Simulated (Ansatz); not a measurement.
Relaxed-ion elastic tensor of Ag$_{2}$S in space group Cmcm (No. 63; Ag on 4c, Ag on 4b, S on 4c) in GPa (Voigt order), PBEsol in the plane-wave PAW code Ansatz; density 7.08 g/cm³, 19.38 Å³ per atom.

|  | 1 | 2 | 3 | 4 | 5 | 6 |
|---|---|---|---|---|---|---|
| 1 | 134 | 64.0 | 36.5 | 0.0 | 0.0 | 0.0 |
| 2 | 64.0 | 49.1 | 16.2 | 0.0 | 0.0 | 0.0 |
| 3 | 36.5 | 16.2 | 27.2 | 0.0 | 0.0 | 0.0 |
| 4 | 0.0 | 0.0 | 0.0 | 5.1 | 0.0 | 0.0 |
| 5 | 0.0 | 0.0 | 0.0 | 0.0 | 10.9 | 0.0 |
| 6 | 0.0 | 0.0 | 0.0 | 0.0 | 0.0 | 9.0 |

Is the crystal mechanically stable?

Yes: the smallest eigenvalue of C is 5.1 GPa.

Work out the Voigt, Reuss and Hill averages.

K_V = 49.3, K_R = 17.9, K_H = 33.6; G_V = 11.3, G_R = 7.9, G_H = 9.6 GPa.

Give Young's modulus, Poisson's ratio, Pugh's ratio and the universal anisotropy index.

E = 9KG/(3K + G) = 26.2 GPa; ν = 0.37; K/G = 3.51 (ductile by the Pugh limit of 1.75); A_U = 5G_V/G_R + K_V/K_R − 6 = 3.91.

Estimate the sound speeds and the Debye temperature.

v_l = √((K + 4G/3)/ρ) = 2560 m/s, v_t = √(G/ρ) = 1160 m/s, mean 1310 m/s; Θ = (h/k)(3n/4πV)^(1/3) v_m = 145 K.

Solve the Christoffel equation for the three sound speeds along x, y, z.

Eigenvalues of C_ijkl n_j n_l equal ρv². In km/s, slowest first: x 1.13, 1.24, 4.35; y 0.85, 1.13, 2.63; z 0.85, 1.24, 1.96.

How much does each axis shrink under pressure?

Linear compressibilities β_i = Σ_j S_ij (j = 1 to 3): x -19, y 31, z 44 per TPa.

The first step of the workflow began from a Materials Project structure, measured or hypothetical; the Crystallography Open Database copy checked does not list it. COD files the formula under space group No. 4, 14, so this cell is another polymorph or a model. Its standing as an ambient phase is unchecked. The cell was relaxed with PBEsol under the symmetry of its start; whether a distortion lowers the energy is not shown. The run is not spin-polarised.

Potentials: the later of the program's two PAW sets.
